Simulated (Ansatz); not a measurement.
ZnCu (CsCl type)

```xyz
2
Lattice="2.9083 0.0000 0.0000 0.0000 2.9083 0.0000 0.0000 0.0000 2.9083" Properties=species:S:1:pos:R:3 pbc="T T T"
Zn     1.4541     1.4541     1.4541
Cu     0.0000     0.0000     0.0000
```

E(V) scan at fixed shape, V₀ the volume above. Symmetry pins the atoms to their sites.

These are PBEsol (plane waves to 420 eV, PAW, scalar-relativistic; Ansatz, a first-principles code) values and carry that method's errors. k mesh 16×16×16 (Γ-centred), Fermi-Dirac smearing 0.05 eV. Energies are smeared free energies. Stress and pressure are positive under compression. ZnCu is run without spin polarisation. ZnCu was relaxed with its symmetry unable to fall. The zero of ΔE is the relaxed starting cell. The last digit holds for this mesh only.

| V (Å³/atom) | ΔE (meV/atom) |
|---|---|
| 11.561 | 21.4 |
| 11.684 | 14.6 |
| 11.807 | 9.1 |
| 11.930 | 5.0 |
| 12.053 | 2.2 |
| 12.176 | 0.5 |
| 12.299 | 0.0 |
| 12.422 | 0.5 |
| 12.545 | 2.0 |
| 12.668 | 4.5 |
| 12.791 | withheld |
| 12.914 | 11.9 |
| 13.037 | 16.9 |

Question: Fit a third-order Birch-Murnaghan form (E₀, V₀, B₀, B₀′ free) to the given rows and predict ΔE at V = 12.791.

Answer: Least squares on the 12 given rows: ΔE = E₀ + (9V₀B₀/16)·y²·[2 + (B₀′ − 4)y], y = (V₀/V)^(2/3) − 1, with V₀ = 12.299 Å³/atom, B₀ = 137.2 GPa (160.2 GPa = 1 eV/Å³; the term in eV is multiplied by 1000), B₀′ = 4.96, E₀ = -0.01 meV/atom; root-mean-square residual 0.03 meV/atom. At 12.791 the fit gives 7.8 meV/atom; the calculation gives 7.8 meV/atom, the same to the digits shown. For the pressure the fit gives -4.9 GPa against the computed -4.9 GPa.

(A scan under strain: stresses follow from slopes of the energy per volume, elastic moduli from its curvatures.)
